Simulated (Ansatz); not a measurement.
YGe$_{2}$ (P4/mmm), relaxed with PBE (Ansatz, an electronic-structure program, plane waves, PAW): a = b = 3.9747 Å, c = 4.4702 Å, α = β = γ = 90.00°.

```
Property              Value
--------------------  -----
ΔH_f (eV/atom)        -0.50
B₀ by P(V) fit (GPa)   66.1
```

**Question.** The same phase is relaxed and computed with r²SCAN in the same code. What are the cell and these values now?

**Answer.** a = 3.9534 Å, b = 3.9534 Å, c = 4.4580 Å, α = 90.00°, β = 90.00°, γ = 90.00°.

- ΔH_f (eV/atom): -0.54
- B₀ by P(V) fit (GPa): 71.7

Constructed cells (a structure type filled with these elements, in neither database checked): YGe2, P4/mmm (Ge on 2f, Y on 1b). All cells were relaxed under the symmetry of their starts (and spin orders); stability against distortions was not tested throughout. Rows with no word on spin ran without spin polarisation. Scalar-relativistic: spin–orbit coupling is off unless named, which matters more the heavier the elements.

Potentials: the later of the program's two PAW sets.

Ansatz is a plane-wave DFT program.

Formation energies count from the lowest solids of the elements computed at the same level, not from gases.
